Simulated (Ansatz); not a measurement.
## Al$_{2}$Pt, one cell by several methods

```
CELL_PARAMETERS angstrom
0.00000 2.95500 2.95500
2.95500 0.00000 2.95500
2.95500 2.95500 0.00000
ATOMIC_POSITIONS crystal
Al 0.25000 0.25000 0.25000
Al 0.75000 0.75000 0.75000
Pt 0.00000 0.00000 0.00000
```

Atom numbers follow the list: Al1, Al2, Pt3.

The conventional cell has a = 5.910 Å, b = 5.910 Å, c = 5.910 Å, α = 90.00°, β = 90.00°, γ = 90.00°. Al (atom 1) is surrounded by 4 Pt at 2.56 Å. Around Pt (atom 3) lie 8 Al at 2.56 Å.

The cell is COD entry 9009032, as deposited and not checked against the literature; nothing was relaxed.

No spin–orbit coupling, which matters for the heavy atoms here.

Methods: DFT, PBE, PAW with Ansatz's default frozen-core files, scalar-relativistic (Ansatz 0.2.0); DFT, PBE, all-electron LAPW, scalar-relativistic (Ansatz 0.2.0).

For PAW: a Γ-centred 10×10×10 k mesh, Fermi–Dirac smearing of 0.05 eV, cutoff 420 eV, no spin polarisation. LAPW targets a basis error of 1 meV/atom. The Ansatz runs share mesh, smearing and spin set-up. Plane-wave (PAW) pressures include the program's estimate of the Pulay term.

Stress and pressure are positive in compression.

Levels count from the Fermi level.

PAW results:

```csv
quantity,PAW
pressure (GPa),2.47
highest filled level at U (eV),-0.594
lowest empty level at U (eV),3.315
highest filled level at Γ (eV),-3.691
lowest empty level at Γ (eV),2.976
highest filled level at K (eV),-0.594
lowest empty level at K (eV),3.315
```

Question: What does all-electron LAPW give for the same quantities?

Answer: 
```tsv
quantity	LAPW
pressure (GPa)	2.47
highest filled level at U (eV)	-0.596
lowest empty level at U (eV)	3.318
highest filled level at Γ (eV)	-3.688
lowest empty level at Γ (eV)	2.970
highest filled level at K (eV)	-0.596
lowest empty level at K (eV)	3.318
```
